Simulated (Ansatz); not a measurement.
**Sn$_{2}$GeO$_{3}$ (Pmn2_1) at 2 levels of theory**

One geometry, relaxed with PBE; plane waves with PAW potentials in Ansatz, scalar-relativistic. No spin polarisation. Gaps are the least over mesh and band path; pressure is positive in compression.

```cif
data_structure
_symmetry_space_group_name_H-M 'Pmn2_1'
_symmetry_Int_Tables_number 31
_cell_length_a 3.5324
_cell_length_b 14.8706
_cell_length_c 4.1342
_cell_angle_alpha 90.000
_cell_angle_beta 90.000
_cell_angle_gamma 90.000
_cell_volume 217.17
loop_
_atom_site_label
_atom_site_type_symbol
_atom_site_symmetry_multiplicity
_atom_site_Wyckoff_symbol
_atom_site_fract_x
_atom_site_fract_y
_atom_site_fract_z
_atom_site_occupancy
Sn1 Sn 2 a 0.00000 0.92153 0.47703 1
Sn2 Sn 2 a 0.00000 0.59371 0.51836 1
Ge1 Ge 2 a 0.00000 0.26082 0.55823 1
O1 O 2 a 0.00000 0.32125 0.97288 1
O2 O 2 a 0.00000 0.99002 0.97822 1
O3 O 2 a 0.00000 0.66565 0.99527 1
```

```tsv
level	cutoff (eV)	k mesh	gap (eV)	pressure (GPa)
PBE	420	8×2×8	0.92	0.0
```

Question: What comes out on the same cell with r2SCAN?

Answer:
```
 level  cutoff (eV)  k mesh  gap (eV)  pressure (GPa)
r2SCAN          500   8×2×8      1.16            -3.9
```

The cell holds layers, chains or molecules and no dispersion correction was added, so their binding is poorly described.

The structure comes from a generated guess; another structure or a mixture of phases may lie lower.
